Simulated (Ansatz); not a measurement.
**EuMo and the effect of the starting magnetic order**

Symmetry: Pm-3m, No. 221, cubic system. The conventional cell has a = 3.531 Å, b = 3.531 Å, c = 3.531 Å, α = 90.00°, β = 90.00°, γ = 90.00°. Eu (site symmetry m-3m) has 8 Mo at 3.06 Å as nearest neighbours. Around Mo (site symmetry m-3m) lie 8 Eu at 3.06 Å.

The cell comes from a database or a generator and needn't be the stable form of this composition.

Kept alike: task single point; functional r2SCAN; k mesh 6 × 6 × 6; occupations fermi-dirac, width 0.05 eV. Program: Ansatz, Ansatz PAW, cutoff 500 eV. The mesh is that of the run's cell of 2 atoms. No spin-orbit coupling.

| starting magnetic order | moment of the cell (μB) | free energy over the lowest row (meV/atom) |
| --- | --- | --- |
| antiferromagnetic | 4.10 | 0.00 |
| antiferromagnetic start, larger moments | 4.10 | 0.00 |
| ferrimagnetic | 4.10 | 0.00 |
| ferromagnetic | 4.10 | 0.00 |
| ferromagnetic start, larger moments | 4.10 | 0.00 |
| random collinear | 4.10 | 0.00 |
| random non-collinear | 8.98 | 90.69 |

For a metal such a mesh leaves the last digits unconverged. Moments of the cell are magnitudes, and a label names the start alone. The runs hold the magnetic state that their start led to, which needn't be the lowest. All rows use potentials made for PBE.

Problem. What does the starting magnetic order change here?

Solution. The moment of the cell runs from 4.10 (antiferromagnetic; antiferromagnetic start, larger moments; ferrimagnetic; ferromagnetic; ferromagnetic start, larger moments; random collinear) to 8.98 μB (random non-collinear). The free energy is lowest at antiferromagnetic; antiferromagnetic start, larger moments; ferrimagnetic; ferromagnetic; ferromagnetic start, larger moments; random collinear, and 90.69 meV an atom higher at random non-collinear. Starts that end at one energy have found one state: antiferromagnetic; antiferromagnetic start, larger moments; ferrimagnetic; ferromagnetic; ferromagnetic start, larger moments; random collinear.
